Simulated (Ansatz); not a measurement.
The cell is the one relaxed in the Materials Project (mp-20971), not relaxed further here; entries there can be hypothetical.

SnPt3: DFT, LDA, PAW with Ansatz's default frozen-core files, scalar-relativistic (Ansatz 0.2.0).

```yaml
crystal:
  lattice:
    - [4.02927876, 0.0, 0.0]
    - [0.0, 4.02927876, 0.0]
    - [0.0, 0.0, 4.02927876]
  atoms:
    - { symbol: Sn, position: [0.0, 0.0, 0.0] }
    - { symbol: Pt, position: [0.5, 0.5, 0.0] }
    - { symbol: Pt, position: [0.5, 0.0, 0.5] }
    - { symbol: Pt, position: [0.0, 0.5, 0.5] }
kpoints:
  mp_grid: { grid: [10, 10, 10] }
  band_path:
    path:
      - [0.0, 0.0, 0.0]
      - [0.0, 0.5, 0.0]
      - [0.5, 0.5, 0.0]
      - [0.0, 0.0, 0.0]
      - [0.5, 0.5, 0.5]
      - [0.0, 0.5, 0.0]
      - [0.5, 0.5, 0.5]
      - [0.5, 0.5, 0.0]
    npoints: 8
scf:
  occupations: { method: fermi_dirac, width: 0.08 }
hamiltonian:
  xc: lda
  pseudopotentials: { kind: paw }
output:
  forces: true
  stress: true
  eigenvalues: true
  efg: { contact_densities: true }
  populations: true
  bader: true
  dos: { projected: true, de: 0.2, e_range: [-14, 8] }
```

Output:

```
Sn, Pt: output.efg is read without spin–orbit coupling, which moves field gradients at and beside such atoms by some per cent and up to a factor of two; PAW files take it under magnetization.noncollinear and magnetization.spin_orbit
Engine: ansatz 0.2.0
Pseudopotentials: kind: paw
Pseudopotential: Sn, paw, valence charge 14, recommended cutoff 420 eV (normal)
Pseudopotential: Pt, paw, valence charge 18, recommended cutoff 420 eV (normal)
Functional definition: SPW92
  exchange = slater_x
  correlation = pw_c
Crystal: 4 atoms, lattice volume = 65.416 Å³
Basis set: ecut = 420 eV, 1309 PW (Γ)
Bands: 41, of which v1, the nominal top of the filled ones, is band 34 counted from 1 (33 counted from 0)
Symmetry: 48 space group operations
Space group: Pm-3m (ITA 221), of the structure as read, at distance tolerance 4.0e-5 Å
k-points: 56 of 1000
Non-local potential: Sn, projectors of the file, l = 0: 2, l = 1: 2, l = 2: 2, l = 3: 2
Non-local potential: Pt, projectors of the file, l = 0: 3, l = 1: 2, l = 2: 2, l = 3: 1
PAW form: soft (Blöchl's): semilocal exchange-correlation on the pseudo side does not see the compensation charge
PAW frozen core: Sn, regenerated for the run's functional, and the local potential with it (the file was generated under x = pbe(κ = 0.804, μ = 0.2195149727645171), c = pbe(β = 0.06672455060314922))
PAW frozen core: Pt, regenerated for the run's functional, and the local potential with it (the file was generated under x = pbe(κ = 0.804, μ = 0.2195149727645171), c = pbe(β = 0.06672455060314922))
PAW one-centre angular grid: Sn, 590 points (default); XC on 64 Gauss nodes
PAW one-centre angular grid: Pt, 590 points (default); XC on 64 Gauss nodes
Initial density: superposition of atomic densities (neutral atoms: chi_scale 0, normalization atom), corrected by the library's trained network
Initial wavefunctions: pseudopotential atomic-orbital guess
Functional: x = slater, c = lda
SCF iter   1: F=—  HF=-42616.005028 eV  |F-HF|=—  |Δ(HF+E_count)|=         —  Δρ=6.61e-3  dr2=9.48e-3  ethr=1.77e-3  ⟨swp⟩=6.4  Hψ=8800  notcnv=0  defer=3
preconditioner: auto → Kerker (q_TF=auto, 2.746 Å⁻¹)  [metal: Δε(μ)=0.132 eV  Ē_g=12.607 eV  σ=0.080 eV  W_gap=0.38  n_scr=26 (ndim 8)  ℏωp=30.5 eV  f_vac=0.000  D(μ)=1.11/eV (n_scr^D=6)]
SCF iter   2: F=—  HF=-42616.002501 eV  |F-HF|=—  |Δ(HF+E_count)|=   2.53e-3  Δρ=3.36e-3  dr2=2.24e-3  ethr=1.39e-5  ⟨swp⟩=2.0  Hψ=3455  notcnv=0  defer=4
SCF iter   3: F=—  HF=-42616.001882 eV  |F-HF|=—  |Δ(HF+E_count)|=   6.19e-4  Δρ=5.65e-4  dr2=9.99e-5  ethr=3.29e-6  ⟨swp⟩=2.5  Hψ=3096  notcnv=0  defer=6
SCF iter   4: F=—  HF=-42616.001863 eV  |F-HF|=—  |Δ(HF+E_count)|=   1.95e-5  Δρ=9.25e-5  dr2=1.03e-5  ethr=1.47e-7  ⟨swp⟩=2.5  Hψ=3761  notcnv=0  defer=6
SCF iter   5: F=—  HF=-42616.001859 eV  |F-HF|=—  |Δ(HF+E_count)|=   3.04e-6  Δρ=2.44e-5  dr2=9.10e-7  ethr=1.51e-8  ⟨swp⟩=2.1  Hψ=2920  notcnv=0  defer=6
SCF iter   6: F=-42616.001859 eV  HF=-42616.001859 eV  |F-HF|=1.40e-8  |Δ(HF+E_count)|=   2.96e-7  Δρ=5.53e-6  dr2=2.39e-8  ethr=1.47e-10  ⟨swp⟩=8.1  Hψ=9580  notcnv=0
SCF 1 converged in 6 iterations: F = -42616.001859 eV  dr2 = 2.39e-8
  greatest PAW one-centre occupation: 1.000 electrons in one spin orbital (limit 2), on the Pt atom at site 3 (counted from 0), in its partial waves of l = 0
NSCF: frozen V_eff on 57 k-points
SCF converged after 6 iterations
Free energy (F): -42616.001859 eV
Harris-Foulkes:  -42616.001859 eV  (|F-HF|=1.40e-8)
Internal energy: -42615.977220 eV  (E = F + TS)
E sigma→0 (E₀):  -42615.989540 eV
Entropy (-TS):   -0.024639 eV (-6.160 meV/atom)
Fermi energy:    20.776274 eV
--- Per-component energies (eV) ---
  E_band       = -478.586374
  E_kinetic    = 2108.307404
  E_local      = -5290.572429  (includes V_loc(G=0)·N_el)
  E_nonlocal   = 595.302761
  E_hartree    = 2182.067892
  E_xc         = -1160.498816
  E_vxc        = -1007.732560  (∫ρ·V_xc dr)
  E_paw        = -31533.428926  (= ΣΔE_a)
  E_vpaw       = -1248.025852  (= ΣTr[D̂ρ^β])
  E_aug_tail   = 0.000552  (compensation charges beyond the density's cutoff)
  E_ewald      = -9518.972165
  E_core_change = 1.816507  (= ΣΔE_core)
  E_smearing   = -0.024639  (= −TS)
  E_closure    = -0.000000  (closes the sum)
  Σ components = -42616.001859   (vs F -42616.001859, Δ=0.00e0)
--- Forces (eV/Å), atoms counted from 1 ---
  atom   1  Sn     0.00000000    -0.00000000    -0.00000000
  atom   2  Pt     0.00000000    -0.00000000     0.00000000
  atom   3  Pt     0.00000000    -0.00000000    -0.00000000
  atom   4  Pt     0.00000000     0.00000000    -0.00000000
  max |Σ_I F_I| component: 8.81e-29 eV/Å
--- Stress (GPa, compression-positive) ---
       -8.205636       0.000000      -0.000000
        0.000000      -8.205636       0.000000
        0.000000       0.000000      -8.205636
  P = ⅓ Tr σ = -8.2056 GPa (-82.056 kbar)
--- PAW observables at the nuclei: V_zz in 10²¹ V/m², potentials from the cell's mean, atoms counted from 1 ---
  atom   1  Sn V_zz =    -0.000000   η = 0.0000   by run symmetry: forbidden
            electrostatic potential = -8186.156351 V   contact ρ = 1231405.646799 e/Å³
  atom   2  Pt V_zz =   -15.035404   η = 0.0000   by run symmetry: allowed
            electrostatic potential = -16126.625487 V   contact ρ = 12038486.854678 e/Å³
  atom   3  Pt V_zz =   -15.035404   η = 0.0000   by run symmetry: allowed
            electrostatic potential = -16126.625487 V   contact ρ = 12038486.854678 e/Å³
  atom   4  Pt V_zz =   -15.035404   η = 0.0000   by run symmetry: allowed
            electrostatic potential = -16126.625487 V   contact ρ = 12038486.854678 e/Å³
--- Band table (eV; the first three rows and the last of 56) ---
  k-point 0: bands = ["-77.7529", "-77.7306", "-77.7306", "-32.0058", "-32.0058", "-32.0058", "-31.8830", "-31.8830", "-31.8830", "-31.7550", "-31.7550", "-31.7550", "-1.0810", "-1.0810", "-1.0671", "-1.0671", "-1.0671", "8.8959", "13.7736", "15.1660", "15.1660", "15.2416", "15.2416", "15.2416", "18.2016", "18.2016", "18.2016", "19.5390", "19.5390", "19.5390", "19.5500", "19.5500", "20.3601", "20.8727", "20.8727", "20.8727", "23.3960", "26.8132", "26.8132", "28.4013", "28.4013"]
  k-point 1: bands = ["-77.7525", "-77.7311", "-77.7306", "-32.0025", "-32.0025", "-32.0006", "-31.8839", "-31.8839", "-31.8833", "-31.7609", "-31.7575", "-31.7575", "-1.0796", "-1.0772", "-1.0669", "-1.0658", "-1.0658", "9.0065", "13.8434", "15.0760", "15.2621", "15.2685", "15.2741", "15.2741", "17.9502", "17.9502", "18.1508", "18.9414", "19.5446", "19.5830", "19.6045", "19.6045", "20.2546", "20.8730", "21.0629", "21.0629", "23.6869", "26.5920", "26.7866", "28.4815", "28.4815"]
  k-point 2: bands = ["-77.7511", "-77.7325", "-77.7306", "-31.9933", "-31.9933", "-31.9854", "-31.8867", "-31.8867", "-31.8839", "-31.7777", "-31.7642", "-31.7642", "-1.0759", "-1.0671", "-1.0662", "-1.0623", "-1.0623", "9.3323", "13.9884", "14.7965", "15.3429", "15.3580", "15.3580", "15.5412", "17.5427", "17.5427", "18.0146", "18.1276", "19.3140", "19.4021", "19.4021", "19.5065", "19.9675", "20.8739", "21.7545", "21.7545", "23.6046", "26.7141", "27.0917", "28.3752", "28.3752"]
  k-point 55: bands = ["-77.7380", "-77.7380", "-77.7380", "-32.0460", "-32.0046", "-32.0046", "-32.0046", "-31.7997", "-31.7997", "-31.7997", "-31.7441", "-31.7441", "-1.0827", "-1.0827", "-1.0827", "-1.0243", "-1.0243", "11.2407", "14.5209", "14.5209", "14.5209", "16.8869", "16.8869", "16.8869", "17.3441", "17.3441", "17.3441", "18.2106", "18.2106", "18.2106", "18.7245", "18.7245", "20.0646", "20.4374", "20.4374", "20.4374", "21.5032", "24.2497", "24.2497", "24.2497", "33.1191"]
--- Löwdin populations: 4 sites ---
  site symbol       q [e]
     0     Sn     14.0002
     1     Pt     17.8418
     2     Pt     17.8418
     3     Pt     17.8418
  spilling = 0.006975 (of n_electrons = 68.000000)
--- Bader charges: 4 sites ---
  site symbol  charge [e]  shift [e]
     0     Sn      1.1465     0.0004
     1     Pt     -0.3822     0.0001
     2     Pt     -0.3822     0.0001
     3     Pt     -0.3822     0.0001
  estimated error of the sums over rays = 5.5e-4 e
```

populations.tsv:

```
# site	symbol	l	j	q
# orbitals = lowdin
# n_electrons = 68.000000
# spilling = 0.006975
0	Sn	0_5S	-	1.480721
0	Sn	1_5P	-	2.524044
0	Sn	2_4D	-	9.995453
1	Pt	0_5S	-	1.976339
1	Pt	0_6S	-	0.813812
1	Pt	1_5P	-	5.994071
1	Pt	2_5D	-	9.057615
2	Pt	0_5S	-	1.976339
2	Pt	0_6S	-	0.813812
2	Pt	1_5P	-	5.994071
2	Pt	2_5D	-	9.057615
3	Pt	0_5S	-	1.976339
3	Pt	0_6S	-	0.813812
3	Pt	1_5P	-	5.994071
3	Pt	2_5D	-	9.057615
```

bader_charges.tsv:

```
# site	symbol	x_ang	y_ang	z_ang	partial_charge_e	electrons	volume_ang3	relative_density_drop	shared_charge_e	partial_wave_shift_e
# quadrature_error_electrons = 5.5e-4
0	Sn	0.0000	0.0000	0.0000	1.14655	48.85345	13.72	-	1.14655	0.00040
1	Pt	2.0146	2.0146	0.0000	-0.38218	78.38218	17.23	-	-0.38218	0.00013
2	Pt	2.0146	0.0000	2.0146	-0.38218	78.38218	17.23	-	-0.38218	0.00013
3	Pt	0.0000	2.0146	2.0146	-0.38218	78.38218	17.23	-	-0.38218	0.00013
```
